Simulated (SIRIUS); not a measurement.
**Sensitivity of a calculation on InGa₂N₃ (Cmc2_1, 12 atoms in the cell; from Materials Project mp-1246567, lattice scaled a little) to its settings**

```
InGa2N3
1.0
    4.99483    -2.88104     0.00000
    4.99483     2.88104     0.00000
    0.00000     0.00000     5.38006
In Ga N
2 4 6
Direct
  0.32526   0.67474   0.98970
  0.67474   0.32526   0.48970
  0.00709   0.33385   0.99258
  0.99291   0.66615   0.49258
  0.66615   0.99291   0.99258
  0.33385   0.00709   0.49258
  0.02682   0.33368   0.35888
  0.97318   0.66632   0.85888
  0.66632   0.97318   0.35888
  0.33368   0.02682   0.85888
  0.30744   0.69256   0.39539
  0.69256   0.30744   0.89539
```

Base run A: PBE, PseudoDojo 0.5 standard norm-conserving PBE (tails mended) pseudopotentials (SIRIUS), self-consistent single point.

Its settings: parameters.ngridk = 2 2 2; parameters.xc_functionals = [XC_GGA_X_PBE, XC_GGA_C_PBE]; parameters.gk_cutoff = 9.165 1/bohr; parameters.pw_cutoff = 18.331 1/bohr; parameters.smearing = fermi_dirac; parameters.smearing_width = 0.00183747 Ha; potentials = PseudoDojo 0.5 standard norm-conserving PBE (tails mended) pseudopotentials; parameters.electronic_structure_method = pseudopotential; parameters.num_bands = 65; parameters.num_mag_dims = 0; parameters.num_dft_iter = 100; parameters.energy_tol = 1e-07 Ha; parameters.density_tol = 1e-06; mixer.type = anderson; mixer.beta = 0.5; mixer.use_hartree = true.

The structure comes from a collection of computed structures, made at another level of theory; the collection holds predicted forms beside known ones. Its lattice was then scaled.

ΔF is the free energy per atom less that of run A. A dash stands where there is no value to compare (another energy zero, no result, no clean gap). Total energies depend on the potentials, the functional and any Hubbard or dispersion term, so they are compared only between runs that share all of them.

Run A gave: pressure (GPa) 1.38; largest force (eV/Å) 0.055; gap on the mesh (eV) 0.949; k-points 6; rough cost (cheapest run = 1) 6.

Runs:
- B: lattice scaled by 0.97; parameters.gk_cutoff: 9.165 1/bohr → 7.099 1/bohr; parameters.pw_cutoff: 18.331 1/bohr → 14.199 1/bohr
- C: parameters.ngridk: 2 2 2 → 1 1 1
- D: parameters.use_symmetry: default → false
- E: parameters.xc_functionals: [XC_GGA_X_PBE, XC_GGA_C_PBE] → [XC_GGA_X_RPBE, XC_GGA_C_PBE] [RPBE]
- F: parameters.xc_functionals: [XC_GGA_X_PBE, XC_GGA_C_PBE] → [XC_LDA_X, XC_LDA_C_PZ]; pseudopotentials: PseudoDojo 0.5 standard norm-conserving PBE (tails mended) pseudopotentials → PseudoDojo 0.4 standard norm-conserving LDA (tails mended) pseudopotentials [LDA (Perdew-Zunger)]
- G: atom 3 moved by -0.04 angstrom along y
- H: parameters.gk_cutoff: 9.165 1/bohr → 8.062 1/bohr; parameters.pw_cutoff: 18.331 1/bohr → 25.496 1/bohr; pseudopotentials: PseudoDojo 0.5 standard norm-conserving PBE (tails mended) pseudopotentials → SSSP 1.1.2 efficiency PBE pseudopotentials
- I: parameters.num_dft_iter: 100 → 200; mixer.max_history: default → 16
- J: parameters.energy_tol: 1e-07 Ha → 1e-08 Ha; parameters.density_tol: 1e-06 → 1e-08

Question: What does run B change against A?

Answer: The free energy rises by 2.23 eV/atom, the pressure goes from 1.38 to -177.7 GPa, the largest force goes from 0.055 to 0.175 eV/Å and the gap on the mesh goes from 0.949 to 1.383 eV.

Question: What does run C change against A?

Answer: The free energy falls by 19.4 meV/atom, the pressure goes from 1.38 to -2.54 GPa and the largest force goes from 0.055 to 0.666 eV/Å.

| run | ΔF (meV/atom) | pressure (GPa) | largest force (eV/Å) | gap on the mesh (eV) | k-points | rough cost (cheapest run = 1) |
|---|---|---|---|---|---|---|
| A | 0.00 | 1.38 | 0.055 | 0.949 | 6 | 6 |
| B | 2233.5 | -177.69 | 0.175 | 1.383 | 6 | 2 |
| C | -19.4 | -2.54 | 0.666 | – | 1 | 1 |
| D | 0.00 | 1.38 | 0.055 | 0.949 | 8 | 7 |
| E | – | 4.85 | 0.077 | 1.059 | 6 | 5 |
| F | – | -9.13 | 0.084 | 0.936 | 6 | 6 |
| G | 1.11 | 1.40 | 0.679 | 0.937 | 8 | 8 |
| H | – | 0.74 | 0.060 | 0.937 | 6 | 10 |
| I | 0.00 | 1.37 | 0.055 | 0.949 | 6 | 5 |
| J | 0.00 | 1.38 | 0.055 | 0.949 | 6 | 5 |

At a cut-down plane-wave cutoff the stress holds a Pulay term: a spurious tension from the incomplete basis, which lowers the pressure; energies, forces and gaps of such rows are unconverged too.

Some of these runs use potentials made for another functional than their own.

“Tails mended”: in these copies of the files the far tail of each local potential was reset to the Coulomb form.
